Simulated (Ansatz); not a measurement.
CdCAs2 as one 8-atom ordering (I-42d) on the zincblende lattice, relaxed with r2SCAN. It is tetragonal, I-42d (No. 122); a = 5.736 Å, c = 9.000 Å in the conventional setting, 18.51 Å³ an atom. Cd is surrounded by 4 As at 2.66 Å; As is surrounded by 2 C at 2.05 Å and 2 Cd at 2.66 Å; C is surrounded by 4 As at 2.05 Å.

```cif
data_structure
_symmetry_space_group_name_H-M 'I-42d'
_symmetry_Int_Tables_number 122
_cell_length_a 5.7359
_cell_length_b 5.7359
_cell_length_c 8.9996
_cell_angle_alpha 90.000
_cell_angle_beta 90.000
_cell_angle_gamma 90.000
_cell_volume 296.09
loop_
_atom_site_label
_atom_site_type_symbol
_atom_site_symmetry_multiplicity
_atom_site_Wyckoff_symbol
_atom_site_fract_x
_atom_site_fract_y
_atom_site_fract_z
_atom_site_occupancy
Cd1 Cd 4 a 0.00000 0.00000 0.00000 1
As1 As 8 d 0.33659 0.25000 0.12500 1
C1 C 4 b 0.50000 0.50000 0.00000 1
```

The questions ask for values computed with the PAW code Ansatz on this geometry. (Calculated; non-magnetic; the phase may be known or hypothetical.)

Given (6×6×6 mesh): The PBE gap is direct at Γ: 0.20 eV.

Problem. How does the gap change from PBE to PBE+SOC (6×6×6)?

Solution. PBE+SOC gives a direct gap of 0.18 eV at Γ. The gap differs by -0.02 eV from PBE's.

Problem. Estimate the gap with r2SCAN on 6×6×6.

Solution. The r2SCAN gap is direct at Γ: 0.39 eV. The gap differs by +0.19 eV from PBE's.

Problem. Estimate the gap with HSE06 on 4×4×4.

Solution. HSE06 gives a direct gap of 0.69 eV at Γ. The gap differs by +0.49 eV from PBE's.

Problem. Estimate the gap with PBE0 on 4×4×4.

Solution. With PBE0 the gap is 1.33 eV and direct, at Γ. The gap differs by +1.13 eV from PBE's.

Only the levels marked +SOC include spin-orbit coupling.

The meshes of the hybrids are coarse, so their gaps aren't converged to the digits shown.
